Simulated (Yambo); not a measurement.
Yambo run on a free-standing SnO monolayer (symmetry P4/nmm, slab cell 15.3 Å high). The wavefunctions are PBE (stringent potentials; Quantum ESPRESSO, PseudoDojo norm-conserving, 102 Ry, scalar-relativistic) ones on a 4×4×1 mesh (28 occupied bands); a = 3.785 Å, b = 3.785 Å, c = 15.300 Å, α = 90.00°, β = 90.00°, γ = 90.00°.

Yambo input:

```
rim_cut
gw0
dyson
el_el_corr
HF_and_locXC
ppa
em1d
rim_w
RandQpts= 1000000
RandGvec= 2 Ry
CUTGeo= "slab z"
EXXRLvcs= 102 Ry
VXCRLvcs= 408 Ry
Chimod= "HARTREE"
% BndsRnXp
 9 | 158 |
%
NGsBlkXp= 8 Ry
% LongDrXp
 1.0 | 1.0 | 0.0 |
%
RandGvecW= 733 mRy
PPAPntXp= 27.2114 eV
% GbndRnge
 1 | 92 |
%
GTermKind= "BG"
DysSolver= "n"
ExtendOut
% QPkrange
 1 | 1 | 28 | 29 |
 2 | 2 | 28 | 28 |
 6 | 6 | 29 | 29 |
%
```

k points by index: 1 = Γ, 2 = (0, 0.25), 6 = M.

Table of the .qp output:

```
#    K-point    Band    Eo [eV]    E [eV]    E-Eo [eV]    Vxc [eV]    Vnlxc [eV]    Sc|Eo [eV]    Sc|E [eV]    dSc/dw|Eo [eV]    Re(Z)    Im(Z)
#
    1    28    -0.050965    -1.041852    -0.990887    -14.65736    -17.72380    1.819095    2.075552    -7.041709    0.794417    -0.001757
    1    29    3.273512    4.253530    0.980018    -10.08383    -6.436391    -2.484597    -2.667422    -5.075581    0.842795    -0.001554
    2    28    0.000000    -0.950758    -0.950758    -14.90688    -17.83194    1.728902    1.974297    -7.022330    0.794867    -0.001773
    6    29    3.189699    4.217062    1.027363    -10.31110    -6.476364    -2.600380    -2.807375    -5.481786    0.832323    -0.001612
```
(The two width columns are left out.) Convergence of these settings isn't established.

Spin-orbit coupling is not included.

Geometry relaxed with PBEsol.

This is a model layer cut from the bulk structure; whether it is stable on its own was not checked.
